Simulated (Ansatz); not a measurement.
ZnS:
```
CELL_PARAMETERS angstrom
      0.00000     2.64841     2.64841
      2.64841     0.00000     2.64841
      2.64841     2.64841     0.00000
ATOMIC_POSITIONS crystal
  Zn 0.00000 0.00000 0.00000
  S  0.75000 0.75000 0.75000
```

Relaxed with LDA.

Give the optical modes at the zone centre with their infrared and Raman activity from DFPT, LDA in the plane-wave PAW code Ansatz.

Transverse frequencies, without the LO–TO term; a row sums one degenerate level.

```
ω (cm⁻¹)  degeneracy  IR ((D/Å)²/amu)  Raman (Å⁴/amu)  activity  symmetry
--------  ----------  ---------------  --------------  --------  --------
291                3            11.59             1.7  IR+Raman        T2
```

How high does the top mode go among those that the LO–TO term moves?

347 cm⁻¹ for q along x.

Space group F-43m (zinc blende). The LDA relaxation kept the symmetry of its start.

Potentials: the earlier of the program's two PAW sets. The files were generated under PBE; for other functionals the program regenerates the frozen cores, and for LDA and PBEsol the local potential too.
